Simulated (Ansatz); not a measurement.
## E(M) for NiRh (R-3m)

The source of the geometry is a structure from the Materials Project; atoms and cell stay fixed.

The runs share PBEsol, 15×15×15 k mesh, Fermi–Dirac smearing of 0.05 eV. PAW means Ansatz 0.2.0 on its default frozen-core files; LAPW is all-electron LAPW in Ansatz 0.2.0. Site moments are integrated in spheres about the atoms, whose radii differ between the methods.

The reference run was typed so:

```yaml
crystal:
  lattice:
    - [1.31412834, 0.7587123509, 4.1117064147]
    - [-1.31412834, 0.7587123509, 4.1117064147]
    - [0.0, -1.5174247017, 4.1117064147]
  atoms:
    - { symbol: Ni, position: [0.0, 0.0, 0.0], spin: 1.5 }
    - { symbol: Rh, position: [0.5, 0.5, 0.5], spin: 1.0 }
magnetization:
  spin_polarized: true
kpoints:
  mp_grid: { grid: [15, 15, 15] }
scf:
  occupations: { method: fermi_dirac, width: 0.05 }
  lower_state_search: "off"
hamiltonian:
  xc: pbesol
  pseudopotentials: { kind: paw }
output:
  forces: true
  stress: true
  eigenvalues: true
  populations: true
  dos: { projected: true, de: 0.1, e_range: [-8, 5] }
  write_density: true
  write_potential: true
  elf: true
  volumetric_format: npy
```

Command: `ansatz run input.yaml --threads 1 --pin off --max-ram 3072MiB --backend cpu --events-out ev --progress --plain --runs-dir out`

The input for «total moment held at 0.2 μB» by PAW differs from it in these lines, output keys apart:

```diff
-    - { symbol: Ni, position: [0.0, 0.0, 0.0], spin: 1.5 }
-    - { symbol: Rh, position: [0.5, 0.5, 0.5], spin: 1.0 }
+    - { symbol: Ni, position: [0.0, 0.0, 0.0], spin: 0.141 }
+    - { symbol: Rh, position: [0.5, 0.5, 0.5], spin: 0.059 }
+  initial_magnetization: 0.2
+  spin_locking: { lock_magnetization: hard }
```

The input for «total moment held at 0.39 μB» by LAPW differs from it in these lines, output keys apart:

```diff
-    - { symbol: Ni, position: [0.0, 0.0, 0.0], spin: 1.5 }
-    - { symbol: Rh, position: [0.5, 0.5, 0.5], spin: 1.0 }
+    - { symbol: Ni, position: [0.0, 0.0, 0.0], spin: 0.275 }
+    - { symbol: Rh, position: [0.5, 0.5, 0.5], spin: 0.115 }
+  initial_magnetization: 0.39
+  spin_locking: { lock_magnetization: hard }
-  pseudopotentials: { kind: paw }
+  pseudopotentials: { kind: all_electron, lapw: { basis_error: 0.001 } }
```

Each run fixes M = N↑ − N↓ with two Fermi levels; the holding field B = (E_F↑ − E_F↓)/2μB is the slope of the free energy against M over μB. Energies count from each method's free run. The held moment starts on the atoms that carry the free run's moments.

The free PAW run: Site moments (μB): Ni1 0.67, Rh2 0.33. Cell moment 0.98 μB.

```
M (μB/cell)  ΔF PAW (meV/cell)  ΔF LAPW (meV/cell)  B, PAW (T)  largest site moment, PAW (μB)  pressure, PAW (GPa)
       0.00               +5.7                   –           –                           0.00                 -3.7
       0.20               +5.4                +5.5         -51                           0.15                 -3.6
       0.39               +4.5                +4.6        -114                           0.29                 -3.4
       0.59               +2.8                   –        -170                           0.44                 -3.1
       0.78               +1.0                   –        -148                           0.56                 -2.7
       0.88               +0.3                +0.3         -91                           0.61                 -2.4
       1.12               +0.8                +0.8        +206                           0.74                 -1.8
       1.27               +3.9                +3.9        +526                           0.80                 -1.4
```

Against an unpolarised PAW run, spin polarisation gains 2.8 meV per atom; the pressure goes from -3.7 to -2.2 GPa, the usual magnetovolume effect: the magnetic state wants the larger volume.

**Question.** Fit ΔF = E₀ + a₂M² + a₄M⁴ to the PAW points up to M = 1.12 μB, leaving out M = 0.39. What does the fit give, and how well does it predict the point left out?

**Answer.** E₀ = +5.8 meV, a₂ = -11.50 meV/μB², a₄ = +5.931 meV/μB⁴, with a worst miss of 0.3 meV. At M = 0.39 it gives +4.2 meV against the computed +4.5. Since a₂ < 0 the minimum lies at M₀ = √(−a₂/2a₄) = 0.98 μB, against 0.98 μB from the free run.

Separate runs put a uniform field on the spins (g = 2):

```csv
field (T),M PAW (μB/cell),M LAPW (μB/cell)
300,1.170,1.171
600,1.298,1.298
```

The rows needn't lie on one branch: at M = 0 the run is unmagnetised, so slopes across such rows needn't follow B.

The PAW files were made with PBE; the program remakes their cores once for the run's functional and then keeps them frozen. The Ansatz runs typed with the search for lower states off end where their start leads. The magnetic state is the one that this cell and start allow. It needn't be the compound's measured order, which may need a larger cell or be absent.
